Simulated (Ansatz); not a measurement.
A: PbSe (rock salt), a = 6.178 Å, b = 6.178 Å, c = 6.178 Å, α = 90.00°, β = 90.00°, γ = 90.00°
B: Ge (diamond), a = 5.6744 Å, b = 5.6744 Å, c = 5.6744 Å, α = 90.00°, β = 90.00°, γ = 90.00°
C: CsPbBr$_{3}$ (cubic perovskite), a = 5.9376 Å, b = 5.9376 Å, c = 5.9376 Å, α = 90.00°, β = 90.00°, γ = 90.00°
D: TiC (rock salt), a = b = c = 4.3278 Å, α = β = γ = 90.00°
E: Na (bcc, W type), a = 4.2220 Å, b = 4.2220 Å, c = 4.2220 Å, α = 90.00°, β = 90.00°, γ = 90.00°

Scan: energy against volume (even scaling of the relaxed cell, symmetry kept). All come from one method, each on a k mesh of its own. All were relaxed with their symmetry unable to fall. Spin-orbit coupling is left out. This is a high-temperature form of CsPbBr3. TiC is run without spin polarisation.

Problem. Order them by bulk modulus (fitted) (highest first) at the level r2SCAN (plane waves to 500 eV, PAW, scalar-relativistic; Ansatz, an electronic-structure program).

Solution. D (262 GPa), B (70.6 GPa), A (51.3 GPa), C (21.1 GPa), E (7.7 GPa)

(Under strain, the slope of the energy per volume gives the stress and its curvature an elastic modulus.)
